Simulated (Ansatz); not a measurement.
Polymorphs of Zr, each relaxed with r²SCAN+D4 in the plane-wave PAW code Ansatz:

A: hcp (Mg type) (P6_3/mmc)
a = b = 3.2417 Å, c = 5.1451 Å, α = β = 90.00°, γ = 120.00°

```json
[
 {"atom": "Zr", "site": "2d", "symmetry": "-6m2", "x": "0.6667", "y": "0.3333", "z": "0.2500"}
]
```

B: Ibam
a = 5.4478 Å, b = 8.2920 Å, c = 6.2052 Å, α = β = γ = 90.00°

```json
[
 {"atom": "Zr", "site": "4a", "symmetry": "222", "x": "0.0000", "y": "0.0000", "z": "0.2500"},
 {"atom": "Zr", "site": "8j", "symmetry": "..m", "x": "0.0812", "y": "0.3226", "z": "0.0000"}
]
```

Q: Rank these by energy per atom at 0 K (lowest first), as r²SCAN+D4 gives it.

A: A (+0 meV/atom), B (+7 meV/atom)

Not the usual ambient phase: B. All cells were relaxed under the symmetry of their starts (and spin orders); stability against distortions was not tested throughout. Rows with no word on spin ran without spin polarisation. Scalar-relativistic: spin–orbit coupling is off unless named, which matters more the heavier the elements.

Energies hold the estimated change up to a 700 eV cutoff; steps of a few meV lie near the error of the meshes.

Potentials: the later of the program's two PAW sets.
